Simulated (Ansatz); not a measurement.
InGaAs₂ in space group R3m (No. 160; In on 3a, Ga on 3a, As on 3a, As on 3a), r²SCAN (plane waves, PAW; program Ansatz). The conduction-band minimum lies at Γ, with 1 equivalent valley. Second derivatives d²E/dk² of the lowest band at one valley (eV·Å²), along Cartesian directions:

```csv
direction,d²E/dk²
[100],627.4
[010],627.4
[001],256.8
[110],627.4
[101],443.8
[011],443.7
```

Question: Find the principal effective masses, the density-of-states mass and the conductivity mass.

Answer: Off-diagonal terms follow from H_xy = H[110] − (H_xx + H_yy)/2, and m*/mₑ = 7.620 eV·Å² over each eigenvalue: 0.012, 0.012, 0.030. One valley's DOS mass (m₁m₂m₃)^(1/3) = 0.016, conductivity mass 3/(Σ 1/mᵢ) = 0.015 mₑ.

Question: What effective density of states Nc follows at 300 K for parabolic valleys?

Answer: Nc = 2.509e19 × 1 × (0.016)^(3/2) ≈ 5.1e16 cm⁻³.

The first step of the workflow began from a Materials Project structure, measured or hypothetical; the Crystallography Open Database copy checked does not list it. With In and Ga taken as one species the cell has the higher symmetry F-43m, so it may be an ordered model of a mixed-site phase. Its standing as an ambient phase is unchecked. Symmetry was held in the r²SCAN relaxation; of distortions, only those at the zone centre were tested. Spin–orbit coupling is left out wherever it is not named.

Potentials: the later of the program's two PAW sets.

Edges and masses are those of Kohn–Sham bands, whose gap is no quasiparticle gap.
